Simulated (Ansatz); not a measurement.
YNbN$_{3}$ (cubic perovskite, space group No. 221), PBEsol (plane waves, PAW; program Ansatz), all energies at zero smearing, with the estimated change up to a 700 eV cutoff added, with one set of potentials and settings (totals compare only within such a set). Cell of 5 atoms (1 Y, 1 Nb, 3 N): -9430.139 eV.

```
element                reference phase  E (eV/atom)
-------  -----------------------------  -----------
Y        P6_3/mmc, 2 atoms in the cell   -3795.0947
Nb          Im-3m, 1 atoms in the cell   -4495.4840
N            Pa-3, 8 atoms in the cell    -378.4910
```

Formation energy per atom, worked out: (-9430.139 − 1×(-3795.0947) − 1×(-4495.4840) − 3×(-378.4910))/5 = -0.817 eV/atom (-79 kJ per mol of atoms), at 0 K, without zero-point energy or fitted corrections.

Space group Pm-3m (cubic perovskite). The start of the workflow was typed in or built on a structure type; neither database checked (COD, Materials Project) lists it. Its standing as an ambient phase is unchecked. The PBEsol relaxation kept the symmetry of its start. At this level the phase is dynamically unstable (imaginary phonons). The workflow began spin-polarised and lost its moments. The references are the lowest solids computed at this level, not always the standard phases (solids in place of the gases).

Potentials: the earlier of the program's two PAW sets. The files were generated under PBE; for other functionals the program regenerates the frozen cores, and for LDA and PBEsol the local potential too.
